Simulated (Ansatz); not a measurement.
**Electric field gradients in PW**

Computed with Ansatz, DFT LDA, scalar-relativistic, plane waves, PAW. Plane waves to 420 eV; Γ-centred k mesh 6×12×6; Fermi-Dirac smearing of 0.15 eV. No spin polarisation.

Relaxed structure:
```
P W
1.0
     5.66988    0.00000    0.00000
     0.00000    3.20619    0.00000
     0.00000    0.00000    6.19612
P W
4 4
Direct
  0.81679 0.75000 0.56486
  0.18321 0.25000 0.43514
  0.68321 0.25000 0.06486
  0.31679 0.75000 0.93514
  0.98725 0.75000 0.18886
  0.01275 0.25000 0.81114
  0.51275 0.25000 0.68886
  0.48725 0.75000 0.31114
```

In a metal these results depend on the k mesh and the smearing. Spin–orbit coupling is left out, which matters for gradients at heavy nuclei.

Give V_zz (10²¹ V/m²) and the asymmetry η at each distinct site.

Results:

```
      atom V_zz     η
P (atom 1)  -2.59  0.71
W (atom 5)  13.69  0.85
```

Cost: 1 run of about 0.99 core-minutes, on Intel Xeon Processor @ 2.50GHz (Skylake/Cascade Lake) (shared hosts).